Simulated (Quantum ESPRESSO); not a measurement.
# Strain and stress in Si2AlPC4

The results below are calculated, not measured. They come from pw.x of Quantum ESPRESSO 7.5, a plane-wave density functional program, with PseudoDojo standard norm-conserving files (v0.5 for PBE, v0.4.1 for LDA and PBEsol). The cells are made up: elements, strain and atom displacements were drawn at random, and nothing was relaxed. There is no spin polarisation, spin-orbit coupling or dispersion term.

The cell has 8 sites of a wurtzite lattice (rectangular cell). Sites 1 to 4 hold Si Si Al P; sites 5 to 8 hold C C C C. Cell vectors in Å: (3.178, -0.042, -0.008); (-0.072, 5.456, 0.049); (-0.014, 0.046, 5.218). Settings: PBE, cutoff 1116 eV, 6 x 4 x 4 k mesh shifted by half a step, Fermi-Dirac smearing of 0.025 eV.

Each run adds the same strain along x and y to one cell, with the atoms carried along; the vectors above are those of run 4. Stress is positive in tension and P is minus a third of its trace. E is the free energy for each atom above the lowest run shown.

```
run,strain (%),s_xx (GPa),s_yy (GPa),s_zz (GPa),s_xy (GPa),P (GPa),E (meV/atom)
1,-1.76,-2.20,-4.09,11.42,-7.80,-1.71,1.02
2,-0.97,2.24,0.30,11.62,-7.35,-4.72,0.00
3,-0.71,3.62,1.66,11.68,-7.21,-5.65,0.65
5,1.10,12.22,10.17,12.00,-6.29,-11.46,18.63
6,1.44,13.67,11.59,12.04,-6.12,-12.43,24.35
7,2.28,16.96,14.87,12.14,-5.73,-14.66,41.56
4,0.03,?,?,?,?,?,?
```

A rerun of one of these cells at 1347 eV and k mesh 8 x 6 x 6 moved values by no more than 0.002 eV in the cell's energy, 0.15 GPa in stress and 0.009 eV/Å in force.

## Worked fit

A parabola through the six runs shown gives s_xx = 7.20 + 4.87 e - 0.261 e² GPa, with e in per cent and a scatter of 0.02 GPa. The slope is a stiffness of 487 ± 2 GPa for each unit of this strain at e = 0, the sum of the responses of s_xx to strain along x and along y. The atoms are clamped, and relaxing them would in general lower it. The error is the larger of the fit's own and the change that a cubic makes, rounded up.

## Withheld run

Question: what s_xx should run 4 give?

The fit gives 7.35 GPa. The calculation gave 7.36 GPa.

| run | strain (%) | s_xx (GPa) | s_yy (GPa) | s_zz (GPa) | s_xy (GPa) | P (GPa) | E (meV/atom) |
| --- | --- | --- | --- | --- | --- | --- | --- |
| 4 | 0.03 | 7.36 | 5.34 | 11.83 | -6.82 | -8.18 | 5.26 |